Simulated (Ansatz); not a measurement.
**Cd3Se: changing the functional**

Symmetry: I4/mmm, No. 139, tetragonal system. Conventional cell: a = 4.082 Å, b = 4.082 Å, c = 12.174 Å, α = 90.00°, β = 90.00°, γ = 90.00°. Cd (site symmetry 4/mmm) has 4 Se at 2.89 Å as nearest neighbours. Cd (site symmetry -4m2) is surrounded by 4 Cd at 2.89 Å. Se (site symmetry 4/mmm) is surrounded by 4 Cd at 2.89 Å.

The cell comes from a database or a generator and needn't be the stable form of this composition.

Kept alike: task band structure; k mesh 9 × 9 × 9; occupations fermi-dirac, width 0.05 eV; no spin polarisation. Program: Ansatz, all-electron LAPW, scalar-relativistic. The mesh is that of the run's cell of 4 atoms. No spin-orbit coupling.

| functional | pressure (GPa) |
| --- | --- |
| LDA | -5.63 |
| PBE | -0.50 |
| PBEsol | -3.72 |

Pressure is positive in compression. For a metal such a mesh leaves the last digits unconverged.

What does the functional change here?

The pressure runs from -5.63 (LDA) to -0.50 GPa (PBE). From PBE: LDA -5.13; PBEsol -3.22.
